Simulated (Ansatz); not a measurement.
The start is a generated cell, TiOs placed in the AFLOW prototype AB_oF8_69_a_b (B24, as in TlF). The structure is fully relaxed (lattice and positions, P = 0) with PBEsol (plane waves to 420 eV, PAW, scalar-relativistic; Ansatz, a program for electronic structure). First-step values are on the input's coarse k-mesh.

Ansatz input (later rounds restart from its end on a renewed k-mesh):
Ansatz 0.2 input:
```yaml
crystal:
  lattice:
    - [0, 2.4141288, 2.6711379]
    - [2.2757392, 0, 2.6711379]
    - [2.2757392, 2.4141288, 0]
  atoms:
    - { symbol: Ti, position: [0, 0, 0] }
    - { symbol: Os, position: [0.5, 0.5, 0.5] }
basis: { ecutwfc: 420, ecutrho_ratio: 4, xc_grid: 2, fft_grid_basis: typed }
kpoints: { mp_grid: { grid: [11, 11, 11] } }
hamiltonian:
  xc: pbesol
  dispersion: none
  pseudopotentials: { kind: paw }
scf: { occupations: { method: fermi_dirac, width: 0.05 } }
relax: { f_tol: 0.01, max_steps: 100, cell: { stress_tol: 0.02 } }
output: { forces: true, stress: true }
```

**Question.** Does the structure survive the relaxation? Give the final space group.

**Answer.** The space group goes from Fmmm (No. 69) to Fm-3m (No. 225); the end is rock salt type, with 2 atoms in the primitive cell.

**Question.** By how much does the energy per atom fall from start to end?

**Answer.** 0.32 eV/atom.

**Question.** How do the shortest distances between atoms change?

**Answer.** The closest pairs of elements (up to four, under 3.6 Å), start → end: Os–Ti 2.28 → 2.53 Å; Ti–Ti 3.32 → 3.58 Å; Os–Os 3.32 → 3.58 Å.

**Question.** What band gap does the relaxed structure have at this level?

**Answer.** Zero (metallic).

**Question.** Write out the relaxed structure.

**Answer.** 
Space group Fm-3m (No. 225); a = 5.060 Å, b = 5.060 Å, c = 5.060 Å, α = 90.00°, β = 90.00°, γ = 90.00°

| atom | site | symmetry | x | y | z |
|---|---|---|---|---|---|
| Ti | 4a | m-3m | 0.0000 | 0.0000 | 0.0000 |
| Os | 4b | m-3m | 0.5000 | 0.5000 | 0.5000 |
(The calculation used a cell of 2 atoms; values per cell refer to that cell.)

Final values are on a 16×16×16 k-mesh of the relaxed cell. The start holds a very short contact (Ti–Os 2.28 Å). No spin polarisation in the result.

The run could not lose the symmetry of its start, so the end can be a saddle point.

All atoms sit on sites fixed by symmetry, so only the cell could relax.

The relaxed structure here is a generated cell of TiOs: the first start was made by placing the elements on the sites of a structure type, and the end was not matched to a known phase here, so it may be hypothetical.
